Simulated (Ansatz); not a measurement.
**Structure search: one PbS2 candidate**

Level of theory: Ansatz 0.2.0, DFT PBE, scalar-relativistic, plane waves, PAW. Cutoff 420 eV, Gaussian smearing, Γ-centred meshes. In-plane cell and atoms relax first on a coarse mesh and then on a converged one. The steps can't lower the symmetry of their start. No spin polarisation.

The guess for PbS2 was made by a generator: species swapped into a sheet modelled on a layer of WS2, with Pb on the W sites. Its size is a rough estimate.

The sheet is periodic along a and b; c holds vacuum.

```xyz
3
Lattice="2.9688 0.0000 0.0000 -1.4844 2.5710 0.0000 0.0000 0.0000 17.0000" Properties=species:S:1:pos:R:3 pbc="T T F"
Pb    0.0000    0.0000    8.4823
S     0.0000    1.7140    7.0286
S     0.0000    1.7140    9.9714
```

The zero of energy is the elements' standard structures at the same level; no fitted shifts are applied.

Problem. What does it relax into?

Solution. The symmetry goes from p3m1 (No. 69) to p-6m2 (No. 78). The area per atom grows by 60.9 %, from 2.5 to 4.1 Å². The shortest distance goes from 2.25 Å (Pb–S) to 2.75 Å (Pb–S). The energy falls by about 2.9 eV/atom (the start's value is from the coarse mesh). The program sets the height of the box itself, so the height of the cell differs between start and end. In-plane cell: a = 3.765 Å, b = 3.765 Å, γ = 120.0°, thickness 3.36 Å between the outermost nuclei. Pb at height 1.68 Å has 6 S at 2.75 Å; S at height 0.00 Å has 3 Pb at 2.75 Å.

```
Pb S
1.0
     3.76544    0.00000    0.00000
    -1.88272    3.26096    0.00000
     0.00000    0.00000   29.68554
Pb S
1 2
Direct
  0.00000 0.00000 0.28614
  0.33333 0.66667 0.22954
  0.33333 0.66667 0.34274
```

Problem. Give its energy and gap.

Solution. The energy over the elements is +0.256 eV/atom. The gap on the 12×12×1 mesh of the 3-atom cell is 0.15 eV.

A positive value: parting into the elements would lower its energy.

The last run used Gaussian smearing of 0.01 eV. These runs have no spin–orbit coupling, which can matter for Pb. Kohn–Sham gaps at this level usually fall short of measured ones. The missing spin–orbit coupling can work the other way here. The reference form of S is held partly by dispersion forces, which this level lacks. Small gaps are read on the mesh alone, and bands can cross between its points. A structure relaxed within its symmetry needn't be a true minimum. In all, the 3 runs took 2.2 min on 1 thread of Arm Neoverse V1, on a shared host.
